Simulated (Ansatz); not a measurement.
(100) slab cut from the bulk of Si, Ia-3 (No. 206); the slab's formula is Si:

```
CELL_PARAMETERS angstrom
6.64723 0.00000 0.00000
0.00000 6.64723 0.00000
0.00000 0.00000 26.30959
ATOMIC_POSITIONS crystal
Si 0.39930 0.89930 0.28507
Si 0.10070 0.10070 0.28507
Si 0.60070 0.39930 0.28507
Si 0.89930 0.60070 0.28507
Si 0.39930 0.60070 0.33595
Si 0.10070 0.39930 0.33595
Si 0.60070 0.10070 0.33595
Si 0.89930 0.89930 0.33595
Si 0.89930 0.39930 0.41139
Si 0.60070 0.60070 0.41139
Si 0.10070 0.89930 0.41139
Si 0.39930 0.10070 0.41139
Si 0.89930 0.10070 0.46228
Si 0.60070 0.89930 0.46228
Si 0.10070 0.60070 0.46228
Si 0.39930 0.39930 0.46228
Si 0.39930 0.89930 0.53772
Si 0.10070 0.10070 0.53772
Si 0.60070 0.39930 0.53772
Si 0.89930 0.60070 0.53772
Si 0.39930 0.60070 0.58861
Si 0.10070 0.39930 0.58861
Si 0.60070 0.10070 0.58861
Si 0.89930 0.89930 0.58861
Si 0.89930 0.39930 0.66405
Si 0.60070 0.60070 0.66405
Si 0.10070 0.89930 0.66405
Si 0.39930 0.10070 0.66405
Si 0.89930 0.10070 0.71493
Si 0.60070 0.89930 0.71493
Si 0.10070 0.60070 0.71493
Si 0.39930 0.39930 0.71493
```

Level of theory: Ansatz, DFT r2SCAN, scalar-relativistic, plane waves, PAW. Plane waves to 500 eV, a k mesh through Γ of 5×5×1 on the computed 32-atom cell and Gaussian smearing (0.10 eV); no spin polarisation. The cell repeats along c with a dipole correction in the vacuum.

(1) What forces act on the atoms?

## Answers

(1)
| atom | Fx (eV/Å) | Fy (eV/Å) | Fz (eV/Å) |
| --- | --- | --- | --- |
| Si1 | -0.677 | -0.009 | 0.413 |
| Si2 | 0.677 | 0.009 | 0.413 |
| Si3 | 0.677 | -0.009 | 0.413 |
| Si4 | -0.677 | 0.009 | 0.413 |
| Si5 | -0.162 | 0.196 | -0.419 |
| Si6 | 0.162 | -0.196 | -0.419 |
| Si7 | 0.162 | 0.196 | -0.419 |
| Si8 | -0.162 | -0.196 | -0.419 |
| Si9 | -0.278 | 0.118 | -0.005 |
| Si10 | 0.278 | -0.118 | -0.005 |
| Si11 | 0.278 | 0.118 | -0.005 |
| Si12 | -0.278 | -0.118 | -0.005 |
| Si13 | -0.173 | 0.013 | 0.016 |
| Si14 | 0.173 | -0.013 | 0.016 |
| Si15 | 0.173 | 0.013 | 0.016 |
| Si16 | -0.173 | -0.013 | 0.016 |
| Si17 | -0.173 | -0.013 | -0.016 |
| Si18 | 0.173 | 0.013 | -0.016 |
| Si19 | 0.173 | -0.013 | -0.016 |
| Si20 | -0.173 | 0.013 | -0.016 |
| Si21 | -0.278 | -0.118 | 0.005 |
| Si22 | 0.278 | 0.118 | 0.005 |
| Si23 | 0.278 | -0.118 | 0.005 |
| Si24 | -0.278 | 0.118 | 0.005 |
| Si25 | -0.162 | -0.196 | 0.419 |
| Si26 | 0.162 | 0.196 | 0.419 |
| Si27 | 0.162 | -0.196 | 0.419 |
| Si28 | -0.162 | 0.196 | 0.419 |
| Si29 | -0.677 | 0.009 | -0.413 |
| Si30 | 0.677 | -0.009 | -0.413 |
| Si31 | 0.677 | 0.009 | -0.413 |
| Si32 | -0.677 | -0.009 | -0.413 |

The reference crystal is a form of Si, which isn't its usual structure.

Cost: 1 run of about 2.3 core-minutes, on AMD EPYC 9R45 (Zen 5) (shared hosts).